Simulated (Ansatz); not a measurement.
# InSe: ¹¹⁵In nuclear quadrupole resonance

Cell: a computed structure from the Materials Project (it need not be an observed phase) whose atoms were relaxed with PBE, the cell held.

Space group P6_3/mmc (No. 194); a = 4.0417, c = 17.4284 Å, γ = 120.00°.

```
site  Wyckoff  site symmetry       x       y       z
  In       4f            3m.  0.3333  0.6667  0.3306
  Se       4f            3m.  0.3333  0.6667  0.5953
```

One atom of each set is listed.

Level of theory: DFT, PBE, plane waves and PAW, scalar-relativistic, 420 eV cutoff, Γ-centred 9×9×2 k-points, Fermi–Dirac smearing 0.05 eV (Ansatz 0.2.0).

¹¹⁵In: I = 9/2, Q = 772.0 mb (year-2017 value). Static lattice, zero field.

(1) Predict the zero-field ¹¹⁵In lines of each site.

(2) And for ¹¹³In (I = 9/2, Q = 761.0 mb) on In?

Results:

(1) For I = 9/2 and η = 0 the lines are |C_Q|/24 times 1, 2, 3 and 4; η shifts the lowest up most.

| site | atoms | V_zz (10²¹ V/m²) | C_Q (MHz) | η | line frequencies (MHz) |
| --- | --- | --- | --- | --- | --- |
| In | 4 | -10.76 | -201 | 0.00 | 8.37, 16.7, 25.1, 33.5 |

(2) C_Q scales with Q to -198 MHz, with lines at 8.25, 16.5, 24.7, 33.0 MHz.

An axis of threefold or higher order runs through In, so V_zz lies along it and η is zero.

Without spin–orbit coupling (the program notes it for In) the gradients can shift somewhat, as the gap is small.

The relaxation (3 steps) took 58 s of wall time (58 s of CPU time) and 0.69 GiB at its peak, on 1 thread of Arm Neoverse V2 (aarch64; 8 cores open to the job, memory cap 3.0 GiB, no GPU), a shared host with a load of 0.6 a core.
